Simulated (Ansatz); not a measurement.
# Response properties of AlCo (Pm-3m)

The conventional cell has a = 2.823 Å, b = 2.823 Å, c = 2.823 Å, α = 90.00°, β = 90.00°, γ = 90.00°. Al (atom 1) has 8 Co at 2.45 Å as nearest neighbours. Co (atom 2) is surrounded by 8 Al at 2.45 Å.

The structure is one entry of a database and needn't be the stable phase. Ansatz runs use the cell relaxed by PAW under their functional.

(1) What do its conduction electrons give? (PBEsol, all-electron LAPW in Ansatz 0.2.0, scalar-relativistic; a = 2.823 Å; k mesh 12×12×12, fine mesh 20×20×20, Fermi-Dirac smearing of 0.100 eV, basis error target 1 meV/atom)

(2) How stiff is it? (PBEsol, all-electron LAPW in Ansatz 0.2.0, scalar-relativistic; a = 2.823 Å; k mesh 16×16×16, strains of ±0.005, Fermi-Dirac smearing of 0.080 eV, basis error target 0.5 meV/atom)

(3) How does it vibrate? (PBEsol, all-electron LAPW in Ansatz 0.2.0, scalar-relativistic; a = 2.823 Å; k mesh 12×12×12, Fermi-Dirac smearing of 0.100 eV, basis error target 1 meV/atom; q mesh 2×2×2)

Results:

(1) Fermi-surface sums: N(E_F) = 0.33 states/eV/atom, ħω_p (r.m.s. of x, y, z) = 3.9 eV, Fermi speed = 0.36×10⁶ m/s.

(2) Elastic moduli (Hill averages, relaxed ions; θ_D from sound speeds over directions): B = 192 GPa, G = 120 GPa, C11 = 305 GPa, C44 = 152 GPa, ν = 0.242, θ_D = 637 K.

(3) Harmonic phonons by finite displacements (negative means unstable): highest mode = 417 cm⁻¹, lowest at X = 212 cm⁻¹, lowest at M = 190 cm⁻¹, lowest at R = 249 cm⁻¹, highest at Γ = 339 cm⁻¹.

Known limits: these sums move with the mesh, by several per cent and more for small sheets (Fermi surface); responses of metals move with mesh and smearing (moduli, phonons).
